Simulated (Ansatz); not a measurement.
Density of states of a Ti₂Ga₃Cu₃Si₈ cell (elements on a fcc lattice, relaxed), per eV and atom, broadened by Gaussian smearing of width 0.1 eV and averaged over bins of 0.2 eV, from 8 eV under the Fermi level at most up to where the solved bands end.

All numbers below come from DFT PBE, scalar-relativistic, plane waves, PAW (Ansatz 0.2.0).

Settings: cutoff 420 eV, Γ-centred mesh 6×6×6 on the computed 16-atom cell, Gaussian smearing of 0.10 eV; no spin polarisation.

```
Si Ti Cu Ga
1.0
    -4.15118    3.80109   -3.81275
     4.24175    3.88876    3.80986
     4.01125   -3.79819   -3.66993
Si Ti Cu Ga
8 2 3 3
Cartesian
  5.5781 1.8360 0.7687
  3.8663 -1.9063 -1.9688
  1.4627 2.1963 -4.2078
  2.3895 3.6020 -1.9035
  0.0445 0.0889 -0.0536
  -0.3788 5.7154 -1.4452
  0.1106 3.7312 -0.0550
  2.7643 4.2150 1.8127
  1.9384 5.6619 -0.2201
  2.0985 2.0870 0.2333
  0.1027 0.1151 -3.8872
  -0.2176 3.8402 -3.7234
  0.3768 1.9653 -1.9938
  2.2059 0.2234 -1.9536
  4.3555 1.8502 -1.6585
  -1.8067 3.4392 -1.8004
```

```csv
E − E_F (eV),total,Cu 3d,Si 3p,Ti 3d,Si 3s
-7.95,0.196,0.007,0.059,0.005,0.062
-7.75,0.191,0.007,0.063,0.005,0.054
-7.55,0.218,0.010,0.073,0.007,0.060
-7.35,0.259,0.013,0.087,0.009,0.073
-7.15,0.293,0.018,0.097,0.011,0.086
-6.95,0.228,0.015,0.074,0.010,0.067
-6.75,0.266,0.018,0.089,0.012,0.069
-6.55,0.295,0.022,0.101,0.013,0.074
-6.35,0.276,0.024,0.098,0.012,0.062
-6.15,0.250,0.027,0.087,0.012,0.056
-5.95,0.254,0.031,0.091,0.011,0.052
-5.75,0.261,0.036,0.101,0.011,0.043
-5.55,0.317,0.048,0.136,0.013,0.040
-5.35,0.346,0.064,0.148,0.014,0.035
-5.15,0.351,0.081,0.154,0.014,0.026
-4.95,0.463,0.129,0.197,0.018,0.031
-4.75,0.465,0.159,0.180,0.019,0.027
-4.55,0.639,0.276,0.210,0.026,0.029
-4.35,0.790,0.416,0.212,0.030,0.029
-4.15,1.035,0.679,0.199,0.031,0.027
-3.95,1.357,1.013,0.183,0.036,0.027
-3.75,1.408,1.076,0.173,0.037,0.029
-3.55,1.272,1.009,0.131,0.032,0.028
-3.35,1.392,1.127,0.126,0.033,0.032
-3.15,1.256,0.942,0.151,0.038,0.041
-2.95,0.876,0.519,0.173,0.044,0.042
-2.75,0.687,0.313,0.182,0.050,0.039
-2.55,0.542,0.193,0.173,0.053,0.034
-2.35,0.517,0.145,0.181,0.060,0.036
-2.15,0.504,0.122,0.179,0.070,0.037
-1.95,0.499,0.097,0.183,0.083,0.037
-1.75,0.551,0.085,0.206,0.105,0.043
-1.55,0.517,0.067,0.192,0.112,0.041
-1.35,0.484,0.052,0.180,0.116,0.038
-1.15,0.510,0.046,0.191,0.127,0.041
-0.95,0.440,0.035,0.163,0.115,0.033
-0.75,0.450,0.032,0.160,0.123,0.035
-0.55,0.424,0.027,0.142,0.122,0.033
-0.35,0.409,0.024,0.129,0.128,0.032
-0.15,0.386,0.021,0.120,0.118,0.033
0.05,0.362,0.016,0.111,0.114,0.029
0.25,0.404,0.016,0.115,0.138,0.031
0.45,0.468,0.016,0.125,0.178,0.037
0.65,0.481,0.015,0.119,0.196,0.038
0.85,0.522,0.015,0.125,0.221,0.040
```

The columns after the total are the largest Löwdin projections on the valence shells of the potentials, so they needn't add up, and the weight of a shell that a potential lacks goes to other orbitals. The cell has no gap on the mesh.

Cost: 2 runs of about 7.4 core-minutes in all (earlier runs that led there not counted), on AMD EPYC 9R45 (Zen 5) (shared hosts).